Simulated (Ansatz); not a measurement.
Field gradients along an isostructural series (Ibam)

Level of theory: DFT, PBE, plane waves and PAW, scalar-relativistic, 420 eV cutoff (Ansatz 0.2.0). The cells come from the Materials Project (computed, not necessarily observed phases), with the atoms as given. Forces reach 0.2 eV/Å in them. Spin–orbit coupling is left out. All compounds take space group Ibam with the same Wyckoff sites and nearly the same cell shape, and differ in the element M (Ti, Sn, Zr). Sites are named by their Wyckoff letter. V_zz in 10²¹ V/m².

| M | compound | source | cell edges (Å) | first shell of N on k | N on k: V_zz (η) | Ca on j: V_zz (η) | Ca on k: V_zz (η) |
| --- | --- | --- | --- | --- | --- | --- | --- |
| Ti | Ca7TiN6 | MP | 6.331, 11.517, 12.815 | 1 Ti at 1.95 Å, 4 Ca at 2.39–2.50 Å | 2.94 (0.89) | 4.50 (0.80) | -3.99 (0.16) |
| Sn | Ca7SnN6 | MP | 6.381, 11.849, 12.776 | 1 Sn at 2.10 Å, 4 Ca at 2.32–2.52 Å; also 1 Ca at 2.87 Å | 3.79 (0.57) | 4.53 (0.73) | -3.56 (0.48) |
| Zr | Ca7ZrN6 | MP | 6.396, 11.794, 13.075 | 1 Zr at 2.09 Å, 4 Ca at 2.36–2.53 Å | ? | ? | ? |

Problem. Estimate the values withheld for Ca7ZrN6.

Solution. N on k: -3.31 (0.85); Ca on j: 5.23 (0.61); Ca on k: -4.28 (0.31).

The crystals are a selection from a larger pool of database entries, not a random sample of it.
